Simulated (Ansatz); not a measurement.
Cu₂O:
```
CELL_PARAMETERS angstrom
      4.24566     0.00000     0.00000
      0.00000     4.24566     0.00000
      0.00000     0.00000     4.24566
ATOMIC_POSITIONS crystal
  Cu 0.75000 0.75000 0.75000
  Cu 0.75000 0.25000 0.25000
  Cu 0.25000 0.75000 0.25000
  Cu 0.25000 0.25000 0.75000
  O  0.00000 0.00000 0.00000
  O  0.50000 0.50000 0.50000
```

Relaxed with r²SCAN. Plane-wave PAW r²SCAN (Ansatz code) gives a gap of 0.79 eV.

What gap does HSE06 give on the same cell (Ansatz, PAW)?

2.03 eV, 1.24 eV more. The hybrid was solved on a coarser mesh and at special points; its gap is the smallest among all of these.

```tsv
k	v1 r²SCAN	c1 r²SCAN	v1 HSE06	c1 HSE06
Γ	0.00	0.79	0.00	2.03
R	-0.61	2.70	___	___
M	-0.66	2.20	___	___
X	-0.38	2.54	___	___
```

Top valence (v1) and lowest conduction level (c1) in eV from each method's valence maximum (which need not be a listed point): supply the withheld HSE06 values.


- R, v1 HSE06: -0.78
- R, c1 HSE06: 3.80
- M, v1 HSE06: -0.71
- M, c1 HSE06: 3.37
- X, v1 HSE06: -0.33
- X, c1 HSE06: 3.84

Cost on shared cores: the r²SCAN run (SCF on a 7×7×7 mesh, then bands and DOS) roughly 60 core-seconds, the HSE06 run (SCF on 4×4×4, then a few points) very roughly 2.0 core-minutes; the tasks are unlike.

Space group Pn-3m. The cell was relaxed with r²SCAN under the symmetry of its start. The run is not spin-polarised. No Hubbard U is applied.

Potentials: the later of the program's two PAW sets.
